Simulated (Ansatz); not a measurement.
MnIr:
```
CELL_PARAMETERS angstrom
      3.77727     0.00000     0.00000
      0.00000     3.77727     0.00000
      0.00000     0.00000     3.60009
ATOMIC_POSITIONS crystal
  Mn 0.50000 0.50000 0.50000
  Ir 0.00000 0.50000 0.00000
  Mn 0.00000 0.00000 0.50000
  Ir 0.50000 0.00000 0.00000
```
Starting moments (μB, in the order of the atoms Mn Ir Mn Ir): 2.7 0.0 -2.7 0.0.

Relaxed with PBEsol. Special points in fractions of this cell's reciprocal vectors: Γ (0.000, 0.000, 0.000); X (0.000, 0.500, 0.000); M (0.500, 0.500, 0.000); Z (0.000, 0.000, 0.500); R (0.000, 0.500, 0.500); A (0.500, 0.500, 0.500).

Problem. List the band energies nearest the Fermi level at these points for PBEsol (plane waves, PAW; program Ansatz).

Solution. In eV from the Fermi level; about four levels below and three above (degenerate sets whole), none deeper than 8.9 eV; points with the same levels are listed once.

```csv
k,below,above
Γ ↑,-2.59 -2.59 -2.06 -0.70 -0.69,0.84 1.05 1.05
X ↑,-1.41 -1.40 -1.40 -0.46,0.27 0.49 0.67
M ↑,-1.97 -1.75 -0.76 -0.63,0.15 0.15 0.50
Z ↑,-1.40 -1.40 -0.82 -0.16 -0.16,0.36 0.56 0.84
R ↑,-1.73 -1.73 -1.07 -1.07,0.56 0.75 0.95
A ↑,-0.43 -0.43 -0.37 -0.15,0.78 0.78 0.90
```

Space group P4/mmm. The workflow started from an entry of the Crystallography Open Database (COD). Its standing as an ambient phase is unchecked. Symmetry was held in the PBEsol relaxation, as lowered by the spin order; its stability against distortions is not shown here. Magnetic state: antiferromagnetic, chosen from 5 collinear starts compared on coarse meshes (ties went to the first, and starts can fall back to one state), not a proven ground state. Point labels and valley counts follow the cell and symmetry of the run, lower than the named group. Spin–orbit coupling is left out wherever it is not named.

Potentials: the later of the program's two PAW sets.
